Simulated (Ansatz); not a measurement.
Y$_{2}$In in space group P6_3/mmc (No. 194; Y on 2d, In on 2c, Y on 2a), r²SCAN in the plane-wave PAW code Ansatz, all energies at zero smearing, with the estimated change up to a 700 eV cutoff added, with one set of potentials and settings (totals compare only within such a set). Cell of 6 atoms (4 Y, 2 In): -26665.515 eV.

| element | reference phase | E (eV/atom) |
|---|---|---|
| Y | P6_3/mmc, 2 atoms in the cell | -3859.7073 |
| In | I4/mmm, 1 atoms in the cell | -5611.8204 |

Formation energy per atom, worked out: (-26665.515 − 4×(-3859.7073) − 2×(-5611.8204))/6 = -0.508 eV/atom (-49 kJ per mol of atoms), at 0 K, without zero-point energy or fitted corrections.

The workflow started from an entry of the Crystallography Open Database (COD). Its standing as an ambient phase is unchecked. The r²SCAN relaxation kept the symmetry of its start; whether a distortion lowers the energy is not shown. No spin polarisation was allowed. The references are the lowest solids computed at this level, not always the standard phases.

Potentials: the later of the program's two PAW sets.
